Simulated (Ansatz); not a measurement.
**Thickness series of a surface: hcp Co (0001)**

All-electron LAPW in Ansatz 0.2.0 under PBE, scalar-relativistic, energies extrapolated to zero smearing, no spin–orbit coupling, ferromagnetic start (antiferromagnetic order not tried). The 1×1 slabs (area 5.38 Å²) are cut from the bulk relaxed on PAW files, and their atoms are relaxed; γ counts from the bulk energy, Δd12 is the change of the outer spacing. No reconstruction is allowed, and meshes differ a little between slabs.

| planes | γ (J/m²) | Φ (eV) | Δd12 (%) |
| --- | --- | --- | --- |
| 1 | 2.304 | 4.99 | – |
| 3 | 2.170 | 4.97 | -1.8 |
| 4 | 2.118 | 4.96 | ? |
| 5 | 2.147 | 4.96 | ? |
| 6 | 2.139 | 4.96 | -3.0 |
| 7 | 2.137 | 4.96 | -2.9 |

Fill in "Δd12 (%)" for the row "4".

-3.3.

Give the missing entry: row "5", column "Δd12 (%)".

-2.7.

How far have the values settled with thickness?

Between 6 and 7 planes γ moves by -0.1 % and Φ by 0.00 eV. Thin films carry quantum-size oscillations, so two neighbours that agree don't prove convergence.
